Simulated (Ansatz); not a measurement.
RhPb2 in space group I4/mcm (No. 140; Rh on 4a, Pb on 8h), plane-wave PAW PBE (Ansatz code), all energies at zero smearing, with the estimated change up to a 700 eV cutoff added, with one set of potentials and settings (totals compare only within such a set). Cell of 6 atoms (2 Rh, 4 Pb): -60431.777 eV.

```
element             reference phase  E (eV/atom)
-------  --------------------------  -----------
Rh       Fm-3m, 1 atoms in the cell   -6402.8911
Pb       Fm-3m, 1 atoms in the cell  -11906.4191
```

Formation energy per atom, worked out: (-60431.777 − 2×(-6402.8911) − 4×(-11906.4191))/6 = -0.053 eV/atom (-5 kJ per mol of atoms), at 0 K, without zero-point energy or fitted corrections.

The workflow started from an entry of the Crystallography Open Database (COD). Whether it is the stable phase at ambient conditions was not checked. The PBE relaxation kept the symmetry of its start; its stability against distortions is not shown here. The run is not spin-polarised. The references are the lowest solids computed at this level, not always the standard phases. Spin–orbit coupling is left out wherever it is not named.

Potentials: the later of the program's two PAW sets.
